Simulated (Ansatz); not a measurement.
Polymorphs of ScAl3, each relaxed with plane-wave PAW r²SCAN (Ansatz code):

A: Cu3Au type (Pm-3m)
a = b = c = 4.0855 Å, α = β = γ = 90.00°

```csv
atom,site,symmetry,x,y,z
Al,3c,4/mm.m,0.0000,0.5000,0.5000
Sc,1a,m-3m,0.0000,0.0000,0.0000
```

B: I4/mmm
a = b = 4.0064 Å, c = 8.7541 Å, α = β = γ = 90.00°

```tsv
atom	site	symmetry	x	y	z
Al	2b	4/mmm	0.0000	0.0000	0.5000
Al	4d	-4m2	0.0000	0.5000	0.2500
Sc	2a	4/mmm	0.0000	0.0000	0.0000
```

Rank these by energy per atom at 0 K (lowest first), as r²SCAN gives it.

A (+0 meV/atom), B (+105 meV/atom)

Standing as an ambient phase not checked: B. All cells were relaxed under the symmetry of their starts (and spin orders); stability against distortions was not tested throughout. Rows with no word on spin ran without spin polarisation.

Energies hold the estimated change up to a 700 eV cutoff; steps of a few meV lie near the error of the meshes.

Potentials: the later of the program's two PAW sets.
